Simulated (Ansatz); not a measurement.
Pb$_{2}$Au in space group I4/mcm (No. 140; Pb on 8h, Au on 4a) at seven volumes, LDA (plane waves, PAW; program Ansatz), shape and atoms relaxed at each. One row is withheld.

```
V (Å³/atom)  P (GPa)
-----------  -------
22.369          9.19
23.107          5.54
23.844          2.52
24.582          0.00
25.319         -2.08
26.056             ?
26.794         -5.23
```

Q: Fit the shown pressures and predict the withheld one.

A: P = (3/2)B₀(x^(7/2) − x^(5/2))[1 + (3/4)(B′ − 4)(x − 1)] with x = (V₀/V)^(2/3). Least squares on the six rows gives V₀ = 24.583 Å³/atom, B₀ = 76.1 GPa, B′ = 5.23. At V = 26.056, x = 0.9619 and P = -3.80 GPa. The run itself gave -3.81 GPa.

The workflow started from a Materials Project entry (that database holds measured and hypothetical structures alike); the Crystallography Open Database files this formula in space group No. 140, but the cells were not matched. Whether it is the stable phase at ambient conditions was not checked. The cell was relaxed with LDA under the symmetry of its start; whether a distortion lowers the energy is not shown. Scalar-relativistic: spin–orbit coupling is off unless named, which matters more the heavier the elements.

Potentials: the later of the program's two PAW sets.
